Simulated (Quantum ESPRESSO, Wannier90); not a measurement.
# TaAs (I4₁md): Wannier90 run

```
begin unit_cell_cart
ang
    0.0000000000   -3.4436300000    0.0000000000
    3.4436300000    0.0000000000    0.0000000000
   -1.7218150000    1.7218150000    5.8679400000
end unit_cell_cart
begin atoms_frac
Ta   0.2499700000 -0.2500300000  0.4999400000
Ta   0.4999700000  0.4999700000 -0.0000600000
As  -0.1673700000  0.3326300000 -0.3347400000
As   0.0826300000  0.0826300000  0.1652600000
end atoms_frac
```

Structure: Materials Project mp-1936, symmetrised, not relaxed again. Not found in the COD (Crystallography Open Database) copy used; not checked further. Method: LDA plane waves in Quantum ESPRESSO 7.5 (PseudoDojo norm-conserving files, 64 Ry, no spin polarisation, no spin-orbit coupling), Bloch states on a 6×6×6 mesh through Γ, Wannier90 4.0.1. Density: 10×10×10 mesh, cold smearing 0.01 Ry. Spin-orbit coupling is left out although heavy elements are present.

Bands 19-20 form an isolated set from -13.98 to -11.09 eV relative to the Fermi level (on the path) and are turned into 2 Wannier functions by minimising the spread from the start: atomic waves As 4s.

**Question.** Where do the functions sit, how wide are they and what are they made of?

**Answer.** 
| functions | spread (Å²) | nearest atom, distance (Å) | second atom, distance (Å) | weight on atomic waves |
|---|---|---|---|---|
| 2 | 1.82 | As 0.01 | Ta 2.61 | As 4s 67 %, Ta 5d 16 %, Ta 6s 12 % |

Ω_I = 3.62 Å², Ω_total = 3.65 Å²; the interpolated bands follow pw.x to 2.4 meV rms on the path. Only this start was tried; a symmetric start can stop on a saddle, and mixtures of these functions could lower the total by at most Ω_total − Ω_I.
